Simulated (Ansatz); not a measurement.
Relaxed BAs (zinc blende):

```xyz
4
Lattice="0.0000 4.7826 4.7826 2.3913 0.0000 2.3913 2.3913 2.3913 0.0000" Properties=species:S:1:pos:R:3 pbc="T T T"
As     3.5869     3.5869     3.5869
As     3.5869     5.9782     5.9782
B      0.0000     0.0000     0.0000
B      2.3913     4.7826     2.3913
```

A phonon eigenvector at L = (0.5, 0.0, 0.0) is frozen into this cell: atom i moves by Q times the vector below, so Q is the largest atomic displacement, in Å. The cell is held. It is one choice among 2 degenerate patterns. (q is in reciprocal vectors of the primitive cell; the cell shown is doubled to hold the pattern.)

```csv
atom,x,y,z
As1,0.036,-0.066,0.102
As2,-0.036,0.066,-0.102
B3,0.285,-0.520,0.805
B4,-0.285,0.520,-0.805
```

Method: r2SCAN (plane waves to 500 eV, PAW, scalar-relativistic; Ansatz, a quantum-chemistry and plane-wave program). k mesh 6×12×12 (Γ-centred), Fermi-Dirac smearing 0.05 eV. The energy includes the smearing's −TS. Stress and pressure are positive under compression. BAs was relaxed with its symmetry unable to fall. The PAW data are Ansatz's earlier set. ΔE is measured from the undisplaced structure.

```csv
Q (Å),ΔE (eV/cell),P (GPa),−dE/dQ from forces (eV/Å)
-0.100,0.1982,1.01,3.974
-0.083,0.1375,0.70,3.306
-0.067,0.0880,0.44,2.642
-0.050,0.0494,0.25,1.979
-0.033,0.0220,0.11,1.318
-0.017,0.0055,0.02,0.659
0.000,0.0000,0.00,0.000
0.017,0.0055,0.02,-0.659
0.033,0.0220,0.11,-1.318
0.050,0.0494,0.25,-1.979
0.067,0.0880,0.44,-2.642
0.083,0.1375,0.70,-3.306
0.100,0.1982,1.01,-3.974
```

Key numbers:

| Quantity | Result |
|---|---|
| Energy at Q = 0.100 Å | 198.2 meV/cell |
| Space group of the distorted cell | P1 (No. 1), lowered from F-43m |
| Symmetry of the curve | even: the same for both signs |
| Shape of the curve | a single well with its minimum at or next to zero displacement |
| Harmonic wavenumber from the curvature (finite differences) | 669 cm⁻¹ |
| Wavenumber by perturbation theory (DFPT, on another k mesh) | 669 cm⁻¹ |

(For displaced atoms, the force is minus the slope of the energy, and its curvature is a force constant, which sets phonon frequencies.)
